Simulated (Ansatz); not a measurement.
Consider the following.

BN:
Space group R3m, hexagonal axes (No. 160); a = b = 2.489 Å, c = 9.680 Å, α = β = 90.00°, γ = 120.00°

```
atom  site  symmetry       x       y       z
----  ----  --------  ------  ------  ------
B       3a        3m  0.0000  0.0000  0.9997
N       3a        3m  0.0000  0.0000  0.3327
```
(The calculation used a cell of 2 atoms; values per cell refer to that cell.)

This is the LDA-relaxed structure.

Q: All from LDA (plane waves, PAW; program Ansatz), unless another level is named. Estimate the smallest direct gap on the standard path.

A: 4.61 eV.

Q: Predict the electron effective mass.

A: 0.22, 0.91, 2.5 mₑ (principal values).

Q: Predict the hole effective mass.

A: 0.58, 0.62, 18 mₑ (principal values).

Q: Predict the weight of the valence-edge state by species (Voronoi cells).

A: N 89 %, B 11 %.

Q: Predict the weight of the conduction-edge state by species (Voronoi cells).

A: B 68 %, N 32 %.

The first step of the workflow began from a Materials Project structure, measured or hypothetical; the Crystallography Open Database copy checked does not list it. It is not the phase usual at ambient conditions (space group No. 186, 194, 216). The cell was relaxed with LDA under the symmetry of its start; phonons on a q-mesh show no instability. A crystal of weakly bound layers computed without a dispersion correction: the cell and the soft elastic constants depend strongly on that.

Potentials: the later of the program's two PAW sets.
